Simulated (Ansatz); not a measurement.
Al2O3 (corundum, R-3c), r²SCAN in the plane-wave PAW code Ansatz. The conduction-band minimum lies at Γ, with 1 equivalent valley. Second derivatives d²E/dk² of the lowest band at one valley (eV·Å²), along Cartesian directions:

| direction | d²E/dk² |
|---|---|
| [100] | 19.90 |
| [010] | 19.90 |
| [001] | 18.54 |
| [110] | 19.90 |
| [101] | 19.22 |
| [011] | 19.22 |

Task: Find the principal effective masses, the density-of-states mass and the conductivity mass.

Result: Off-diagonal terms follow from H_xy = H[110] − (H_xx + H_yy)/2, and m*/mₑ = 7.620 eV·Å² over each eigenvalue: 0.38, 0.38, 0.41. One valley's DOS mass (m₁m₂m₃)^(1/3) = 0.39, conductivity mass 3/(Σ 1/mᵢ) = 0.39 mₑ.

Task: What effective density of states Nc follows at 300 K for parabolic valleys?

Result: Nc = 2.509e19 × 1 × (0.39)^(3/2) ≈ 6.1e18 cm⁻³.

Symmetry was held in the r²SCAN relaxation.

Potentials: the later of the program's two PAW sets.

Edges and masses are those of Kohn–Sham bands, whose gap is no quasiparticle gap.
